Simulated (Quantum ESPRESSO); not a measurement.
# Ge5Si2C: a curve over strain

Computed values, not a measurement. The program is pw.x of Quantum ESPRESSO 7.5 (plane-wave density functional theory). The cell is made up: 8 atoms on a zincblende/diamond lattice, with randomly drawn elements, strain and displacements, not relaxed. PseudoDojo standard norm-conserving files (v0.5 for PBE, v0.4.1 for LDA and PBEsol) set the functional; there is no spin polarisation, spin-orbit coupling or dispersion term, and the masses in the input are unused placeholders.

Seven runs add a strain to one cell (the same linear strain along x, y and z); the atoms follow the cell and are not relaxed. Stress in the table is positive in tension.

Input of the run at +0.0007:

```
&control calculation='scf', pseudo_dir='./dojo.nc.sr.pbe.v0_5.standard.upf', outdir='./o', disk_io='low', tprnfor=.true., tstress=.true. /
&system ibrav=0, nat=8, ntyp=3, nbnd=51, ecutwfc=82.02448710, nosym=.true., tot_charge=0,
 occupations='smearing', smearing='fd', degauss=0.0073498644
/
&electrons conv_thr=7.350e-09, electron_maxstep=60, /
ATOMIC_SPECIES
C 1.0 C.upf
Ge 1.0 Ge.upf
Si 1.0 Si.upf
CELL_PARAMETERS angstrom
5.7295 0.0523 -0.0243
0.0523 5.7197 0.0111
-0.0243 0.0111 5.7355
ATOMIC_POSITIONS angstrom
Ge 0.1535 0.0713 0.0243
Si 0.0189 2.851 2.7658
C 3.0209 -0.062 2.7729
Ge 2.9474 2.8456 -0.11
Si 1.4788 1.4297 1.4552
Ge 1.3572 4.2595 4.3104
Ge 4.2981 1.5093 4.2583
Ge 4.3584 4.2248 1.4352
K_POINTS automatic
6 6 6 1 1 1
```

```
added strain  free energy less that of the input shown (eV)  stress xx (GPa)  stress yy (GPa)  stress zz (GPa)  stress xy (GPa)  pressure (GPa)  iterations
     -0.0171                                        -0.3225             3.93             4.12             3.84             2.28           -3.96          10
     -0.0142                                        -0.2814             4.38             4.56             4.30             2.18           -4.41          10
     -0.0111                                        -0.2317             4.84             5.02             4.76             2.07           -4.87          10
     -0.0059                                        -0.1381             5.55             5.72             5.49             1.91           -5.59          10
     -0.0017                                        -0.0526             6.07             6.24             6.03             1.78           -6.11          11
     +0.0007                                         0.0000             6.36             6.52             6.32             1.71           -6.40          11
     +0.0204                                         0.5230             8.24             8.37             8.25             1.20           -8.29          11
```

A cubic fit gives a slope of stress xx against the added strain of 117 GPa at zero added strain, with the atoms clamped. Across the table the free energy follows the integral of the stress to within 0.9 meV. A rerun of one of the cells at 1347 eV and a 8 x 8 x 8 mesh moved values by no more than 0.002 eV in energy, 0.02 GPa in stress and 0.008 eV/Å in force.